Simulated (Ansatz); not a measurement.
The start is a relaxed Ni cell, doubled along one cell vector, shaken by Gaussian noise of σ = 0.08 Å a coordinate. Cell shape, volume and atoms are optimised at zero target pressure with r2SCAN (plane waves to 500 eV, PAW, scalar-relativistic; Ansatz, a quantum-chemistry and plane-wave program). The first steps use a coarse 17×17×8 k-mesh.

Initial structure:
```
CELL_PARAMETERS angstrom
     -1.46162     1.46162     1.24457
      1.46162    -1.46162     1.24457
      2.92324     2.92324    -2.48913
ATOMIC_POSITIONS crystal
  Ni 0.02593 0.99199 0.01205
  Ni 0.98059 0.99573 0.51842
```
Spin-polarised start, with parallel moments on Ni.

### Question
Which atoms feel the largest initial force, and how large is it?

### Answer
0.36 eV/Å, on Ni1, Ni2 (atoms numbered as listed).

### Question
How much energy is released per atom?

### Answer
0.05 eV/atom.

### Question
Does it find its way back to the structure it was made from?

### Answer
It does not go back: it reaches P6₃/mmc (No. 194), hcp (Mg type), 0.04 eV/atom below the parent.

### Question
How do the shortest distances between atoms change?

### Answer
The closest pairs of elements (up to four, under 3.6 Å), start → end: Ni–Ni 2.36 → 2.45 Å.

### Question
What magnetic moments remain?

### Answer
Net 0.71 μB/atom, ferromagnetic.

### Question
Give the final cell and atomic positions.

### Answer

```cif
data_Ni2
_chemical_formula_sum 'Ni2'
_space_group_name_H-M_alt 'P63/mmc'
_space_group_IT_number 194
_space_group_name_Hall '-P 6c 2c'
_cell_length_a 2.44688
_cell_length_b 2.44688
_cell_length_c 4.07310
_cell_angle_alpha 90.000
_cell_angle_beta 90.000
_cell_angle_gamma 120.000
loop_
_atom_site_label
_atom_site_type_symbol
_atom_site_symmetry_multiplicity
_atom_site_Wyckoff_symbol
_atom_site_fract_x
_atom_site_fract_y
_atom_site_fract_z
_atom_site_occupancy
Ni1 Ni 2 d 0.66667 0.33333 0.25000 1
```

Final values are on a 22×22×12 k-mesh of the relaxed cell. Spin state reached: ferromagnetic (net 0.71 μB/atom), from parallel starting moments; other spin orders were not run from this start. r2SCAN tends to overstate moments in metals.

The run could not lose the symmetry of its start, so the end can be a saddle point.

The relaxed structure here is a generated cell of Ni: the first start was made by placing the elements on the sites of a structure type, and the end was not matched to a known phase here, so it may be hypothetical. Known forms of Ni include space group No. 225.
